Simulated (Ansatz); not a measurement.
Geometry optimisation in Ansatz: input, command and trajectory.

```yaml
crystal:
  lattice:
    - [2.7390293506, 1.5813793329, 10.0496921026]
    - [-2.7390293506, 1.5813793329, 10.0496921026]
    - [0.0, -3.1627586658, 10.0496921026]
  atoms:
    - { symbol: Zr, position: [0.6246395013, 0.9607437348, 0.2921568681] }
    - { symbol: Zr, position: [0.123657525, 0.4649517228, 0.7868131472] }
    - { symbol: Zr, position: [0.9607437348, 0.2921568681, 0.6246395013] }
    - { symbol: Zr, position: [0.4649517228, 0.7868131472, 0.123657525] }
    - { symbol: Zr, position: [0.2921568681, 0.6246395013, 0.9607437348] }
    - { symbol: Zr, position: [0.7868131472, 0.123657525, 0.4649517228] }
    - { symbol: Zr, position: [0.0392562652, 0.7078431319, 0.3753604987] }
    - { symbol: Zr, position: [0.5350482772, 0.2131868528, 0.876342475] }
    - { symbol: Zr, position: [0.3753604987, 0.0392562652, 0.7078431319] }
    - { symbol: Zr, position: [0.876342475, 0.5350482772, 0.2131868528] }
    - { symbol: Zr, position: [0.7078431319, 0.3753604987, 0.0392562652] }
    - { symbol: Zr, position: [0.2131868528, 0.876342475, 0.5350482772] }
    - { symbol: O, position: [0.5, 0.5, 0.5] }
    - { symbol: O, position: [0.2502605864, 0.2502605864, 0.2502605864] }
    - { symbol: O, position: [0.7497394136, 0.7497394136, 0.7497394136] }
basis:
  ecutwfc: 500
kpoints:
  mp_grid: { grid: [6, 6, 6] }
hamiltonian:
  xc: r2scan
scf:
  occupations: { method: gaussian, width: 0.1 }
output:
  forces: true
  stress: true
  eigenvalues: true
relax:
  adjacent_minimum: "off"
  f_tol: 0.01
  max_steps: 30
  cell: { stress_tol: 0.1, fix: [volume] }
```

```bash
ansatz run input.yaml --threads 4 --pin off --max-ram 10240MiB --backend cpu --events-out ev --progress --plain --runs-dir out
```

These are results of DFT r2SCAN, scalar-relativistic, plane waves, PAW (Ansatz), not measurements.

The volume is held at 0.91 times that of the relaxed cell.

Of 5 frames 4 are shown, positions in Å and forces in eV/Å; the SCF threshold varies from step to step. Steps run on the plane waves of an earlier cell, with a Pulay correction in the pressure. The basis is chosen afresh for the last frame, the zero of the energies, and at times for earlier ones too; energy and pressure can step there, also at an unchanged geometry. Where two frames share a geometry here, they differ by under 2 meV/atom and 0.3 GPa. The mark taken_back stands on steps that the optimiser undid.

```xyz
15
Lattice="2.7390 1.5814 10.0497 -2.7390 1.5814 10.0497 0.0000 -3.1628 10.0497" Properties=species:S:1:pos:R:3:forces:R:3 pbc="T T T" step=1 free_energy_over_end_meV_per_atom=0.50 pressure_GPa=14.49
Zr   -0.9206    1.5831   18.8687    0.1384   -0.0022    0.0543
Zr   -0.9348   -1.5577   13.8226    0.0766   -0.1281   -0.0196
Zr    1.8313    0.0057   18.8687   -0.0711   -0.1188    0.0543
Zr   -0.8816    1.5884   13.8226   -0.1493   -0.0023   -0.0196
Zr   -0.9107   -1.5888   18.8687   -0.0673    0.1209    0.0543
Zr    1.8164   -0.0307   13.8226    0.0726    0.1304   -0.0196
Zr   -1.8313   -0.0057   11.2804    0.0711    0.1188   -0.0543
Zr    0.8816   -1.5884   16.3265    0.1493    0.0023    0.0196
Zr    0.9206   -1.5831   11.2804   -0.1384    0.0022   -0.0543
Zr    0.9348    1.5577   16.3265   -0.0766    0.1281    0.0196
Zr    0.9107    1.5888   11.2804    0.0673   -0.1209   -0.0543
Zr   -1.8164    0.0307   16.3265   -0.0726   -0.1304    0.0196
O     0.0000    0.0000   15.0745    0.0000    0.0000    0.0000
O     0.0000    0.0000    7.5451    0.0000    0.0000    0.0254
O     0.0000    0.0000   22.6040    0.0000    0.0000   -0.0254
15
Lattice="2.7363 1.5798 10.0700 -2.7363 1.5798 10.0700 0.0000 -3.1596 10.0700" Properties=species:S:1:pos:R:3:forces:R:3 pbc="T T T" step=2 free_energy_over_end_meV_per_atom=2.97 pressure_GPa=13.63 taken_back
Zr   -0.8926    1.5768   18.9074   -0.4150   -0.0173    0.0227
Zr   -0.9186   -1.5776   13.8406   -0.1853    0.2436    0.0892
Zr    1.8119   -0.0154   18.9074    0.1926    0.3680    0.0227
Zr   -0.9070    1.5843   13.8406    0.3036    0.0387    0.0892
Zr   -0.9193   -1.5614   18.9074    0.2224   -0.3508    0.0227
Zr    1.8256   -0.0067   13.8406   -0.1183   -0.2823    0.0892
Zr   -1.8119    0.0154   11.3027   -0.1926   -0.3680   -0.0227
Zr    0.9070   -1.5843   16.3695   -0.3036   -0.0387   -0.0892
Zr    0.8926   -1.5768   11.3027    0.4150    0.0173   -0.0227
Zr    0.9186    1.5776   16.3695    0.1853   -0.2436   -0.0892
Zr    0.9193    1.5614   11.3027   -0.2224    0.3508   -0.0227
Zr   -1.8256    0.0067   16.3695    0.1183    0.2823   -0.0892
O     0.0000    0.0000   15.1051    0.0000    0.0000    0.0000
O     0.0000    0.0000    7.5728    0.0000    0.0000   -0.0086
O     0.0000    0.0000   22.6373    0.0000    0.0000    0.0086
15
Lattice="2.7392 1.5815 10.0482 -2.7392 1.5815 10.0482 0.0000 -3.1630 10.0482" Properties=species:S:1:pos:R:3:forces:R:3 pbc="T T T" step=3 free_energy_over_end_meV_per_atom=0.01 pressure_GPa=14.20
Zr   -0.9143    1.5811   18.8708   -0.0014    0.0057   -0.0224
Zr   -0.9303   -1.5652   13.8171    0.0044   -0.0005    0.0074
Zr    1.8265    0.0012   18.8708    0.0056   -0.0017   -0.0224
Zr   -0.8904    1.5883   13.8171   -0.0026   -0.0035    0.0074
Zr   -0.9122   -1.5824   18.8708   -0.0042   -0.0040   -0.0224
Zr    1.8207   -0.0231   13.8171   -0.0018    0.0040    0.0074
Zr   -1.8265   -0.0012   11.2738   -0.0056    0.0017    0.0224
Zr    0.8904   -1.5883   16.3275    0.0026    0.0035   -0.0074
Zr    0.9143   -1.5811   11.2738    0.0014   -0.0057    0.0224
Zr    0.9303    1.5652   16.3275   -0.0044    0.0005   -0.0074
Zr    0.9122    1.5824   11.2738    0.0042    0.0040    0.0224
Zr   -1.8207    0.0231   16.3275    0.0018   -0.0040   -0.0074
O     0.0000    0.0000   15.0723    0.0000    0.0000    0.0000
O     0.0000    0.0000    7.5496    0.0000    0.0000    0.0082
O     0.0000    0.0000   22.5950    0.0000    0.0000   -0.0082
15
Lattice="2.7387 1.5812 10.0524 -2.7387 1.5812 10.0524 0.0000 -3.1623 10.0524" Properties=species:S:1:pos:R:3:forces:R:3 pbc="T T T" step=5 free_energy_over_end_meV_per_atom=0.00 pressure_GPa=14.21
Zr   -0.9140    1.5813   18.8766   -0.0018   -0.0022    0.0072
Zr   -0.9299   -1.5652   13.8240   -0.0005    0.0033   -0.0010
Zr    1.8264    0.0009   18.8766   -0.0010    0.0027    0.0072
Zr   -0.8906    1.5879   13.8240    0.0031   -0.0012   -0.0010
Zr   -0.9124   -1.5822   18.8766    0.0028   -0.0005    0.0072
Zr    1.8205   -0.0227   13.8240   -0.0026   -0.0021   -0.0010
Zr   -1.8264   -0.0009   11.2807    0.0010   -0.0027   -0.0072
Zr    0.8906   -1.5879   16.3333   -0.0031    0.0012    0.0010
Zr    0.9140   -1.5813   11.2807    0.0018    0.0022   -0.0072
Zr    0.9299    1.5652   16.3333    0.0005   -0.0033    0.0010
Zr    0.9124    1.5822   11.2807   -0.0028    0.0005   -0.0072
Zr   -1.8205    0.0227   16.3333    0.0026    0.0021    0.0010
O     0.0000    0.0000   15.0787    0.0000    0.0000    0.0000
O     0.0000    0.0000    7.5513    0.0000    0.0000    0.0099
O     0.0000    0.0000   22.6060    0.0000    0.0000   -0.0099
```

The run took 110 s on 4 threads of Oxide Virtual Turin-like Processor (Zen 5), on a shared host, peak memory 2.2 GiB.